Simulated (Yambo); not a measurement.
TaAgO₃ (space group R-3c, No. 167), G0W0@LDA in Yambo (2×2×2 mesh, plasmon pole; 7 Ry block, no terminator). The number N of bands in W and G is varied.

```json
[
 {"N": "96", "x = 1/N": "0.01042", "gap L → F (eV)": "4.094", "shift of the valence edge (eV)": "-0.188"},
 {"N": "127", "x = 1/N": "0.00787", "gap L → F (eV)": "3.874", "shift of the valence edge (eV)": "-0.220"},
 {"N": "167", "x = 1/N": "0.00599", "gap L → F (eV)": "3.740", "shift of the valence edge (eV)": "-0.305"},
 {"N": "207", "x = 1/N": "0.00483", "gap L → F (eV)": "?", "shift of the valence edge (eV)": "?"}
]
```

Problem. Basis-set arguments suggest E = E∞ + A x. Fix A and E∞ from the two rows above the withheld one, predict the row at 207 bands, and test the form.

Solution. Gap: A = (3.740 − (3.874))/(0.00599 − 0.00787) = 71.3, E∞ = 3.313 eV, so 3.657 eV is predicted; the run gave 3.667 eV (miss 10 meV). The first two rows have slope 86.3, so the form doesn't hold yet over the whole range. Shift: A = (-0.305 − (-0.220))/(0.00599 − 0.00787) = 45.2, E∞ = -0.576 eV, so -0.357 eV is predicted; the run gave -0.381 eV (miss 24 meV). The first two rows have slope 12.5, so the form doesn't hold yet over the whole range. The other settings are held fixed.

Spin-orbit coupling is not included.

Geometry of the Materials Project entry, not relaxed at this level; primitive cell a = b = c = 5.651 Å, α = β = γ = 59.12°.

The structure is a Materials Project entry; no match was found in the copy of COD used, and its stability was not checked.

A shift is the quasiparticle energy of the state minus its LDA energy.
